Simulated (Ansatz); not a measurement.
LiF:
```cif
data_F4Li4
_chemical_formula_sum 'Li4 F4'
_space_group_name_H-M_alt 'Fm-3m'
_space_group_IT_number 225
_space_group_name_Hall '-F 4 2 3'
_cell_length_a 3.98956
_cell_length_b 3.98956
_cell_length_c 3.98956
_cell_angle_alpha 90.000
_cell_angle_beta 90.000
_cell_angle_gamma 90.000
loop_
_atom_site_label
_atom_site_type_symbol
_atom_site_symmetry_multiplicity
_atom_site_Wyckoff_symbol
_atom_site_fract_x
_atom_site_fract_y
_atom_site_fract_z
_atom_site_occupancy
Li1 Li 4 a 0.00000 0.00000 0.00000 1
F1 F 4 b 0.50000 0.50000 0.50000 1
```
(The calculation used a cell of 2 atoms; values per cell refer to that cell.)

Relaxed with r²SCAN.

Question: Give the optical modes at the zone centre with their infrared activity from DFPT, r²SCAN in the plane-wave PAW code Ansatz.

Answer: Transverse frequencies, without the LO–TO term; a row sums one degenerate level.

```tsv
ω (cm⁻¹)	degeneracy	IR ((D/Å)²/amu)	activity	symmetry
320	3	14.80	IR	T1u
```

Question: How high does the top mode go among those that the LO–TO term moves?

Answer: 660 cm⁻¹ for q along x.

The cell was relaxed with r²SCAN under the symmetry of its start.

Potentials: the earlier of the program's two PAW sets.
